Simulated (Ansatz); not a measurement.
# Does this entry for Na4MgScP3O12 lie near equilibrium?

The cell is a Materials Project structure (computed, not necessarily an observed phase), atoms as given.

```cif
data_Na4MgScP3O12
_symmetry_space_group_name_H-M 'R3c:H'
_symmetry_Int_Tables_number 161
_cell_length_a 9.0711
_cell_length_b 9.0711
_cell_length_c 22.1748
_cell_angle_alpha 90.000
_cell_angle_beta 90.000
_cell_angle_gamma 120.000
loop_
_atom_site_label
_atom_site_type_symbol
_atom_site_symmetry_multiplicity
_atom_site_Wyckoff_symbol
_atom_site_fract_x
_atom_site_fract_y
_atom_site_fract_z
Na1 Na 18 b 0.3038 0.3386 0.5818
Na7 Na 6 a 0.0000 0.0000 0.4974
Mg Mg 6 a 0.0000 0.0000 0.3496
Sc Sc 6 a 0.0000 0.0000 0.6503
P P 18 b 0.9635 0.3350 0.5846
O19 O 18 b 0.2124 0.0269 0.3071
O25 O 18 b 0.7873 0.9722 0.6943
O31 O 18 b 0.0171 0.8277 0.4119
O37 O 18 b 0.9803 0.1712 0.5880
```

One atom of each set is listed; the run and its k-mesh use a cell of 42 atoms with edges of 9.06, 9.06, 9.06 Å.

Computed with Ansatz: DFT, PBE, plane waves and PAW, scalar-relativistic, 420 eV cutoff, Γ-centred 3×3×3 k-points, Fermi–Dirac smearing 0.02 eV.

Q: Do the atoms and the cell lie near the calculated equilibrium?

A: Nearly. The largest force is 0.38 eV/Å, on atom 15 (P: 4 O at 1.53–1.57 Å), and the pressure is -0.1 GPa. Relaxing the atoms is still advisable, since electric field gradients respond to shifts of a few hundredths of an ångström.
